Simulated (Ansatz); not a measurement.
Relaxed-ion elastic tensor of Pd (diamond, Fd-3m) in GPa (Voigt order), plane-wave PAW PBEsol (Ansatz code); density 7.70 g/cm³, 22.96 Å³ per atom.

```
 58.3   96.7   96.7    0.0    0.0    0.0
 96.7   58.3   96.7    0.0    0.0    0.0
 96.7   96.7   58.3    0.0    0.0    0.0
  0.0    0.0    0.0  -26.7    0.0    0.0
  0.0    0.0    0.0    0.0  -26.7    0.0
  0.0    0.0    0.0    0.0    0.0  -26.7
```

Is the crystal mechanically stable?

No: the smallest eigenvalue of C is -38.3 GPa.

The start of the workflow was typed in or built on a structure type; neither database checked (COD, Materials Project) lists it. It is not the phase usual at ambient conditions (space group No. 225). The PBEsol relaxation kept the symmetry of its start. At this level the phase is mechanically unstable. The run is not spin-polarised. As this level gives no gap, shear constants depend on the k-mesh and smearing (Fermi–Dirac, 0.1 eV here).

Potentials: the later of the program's two PAW sets.
